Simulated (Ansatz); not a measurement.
RhPb (CsCl type, space group No. 221) at seven volumes, plane-wave PAW PBE (Ansatz code), scaled uniformly. One row is withheld.

```tsv
V (Å³/atom)	P (GPa)
17.599	13.64
18.180	?
18.760	3.73
19.340	0.00
19.920	-3.12
20.500	-5.71
21.081	-7.84
```

### Question
Fit the shown pressures and predict the withheld one.

### Answer
P = (3/2)B₀(x^(7/2) − x^(5/2))[1 + (3/4)(B′ − 4)(x − 1)] with x = (V₀/V)^(2/3). Least squares on the six rows gives V₀ = 19.339 Å³/atom, B₀ = 114 GPa, B′ = 5.14. At V = 18.180, x = 1.0421 and P = 8.26 GPa. The run itself gave 8.21 GPa.

Space group Pm-3m (CsCl type). The cell is a constructed one: a structure type filled with these elements; neither database checked (COD, Materials Project) lists it. COD files the formula under space group No. 191, so this cell is another polymorph or a model. Whether it is the stable phase at ambient conditions was not checked. The PBE relaxation kept the symmetry of its start; whether a distortion lowers the energy is not shown. The run is not spin-polarised. Scalar-relativistic: spin–orbit coupling is off unless named, which matters more the heavier the elements.

Potentials: the earlier of the program's two PAW sets.
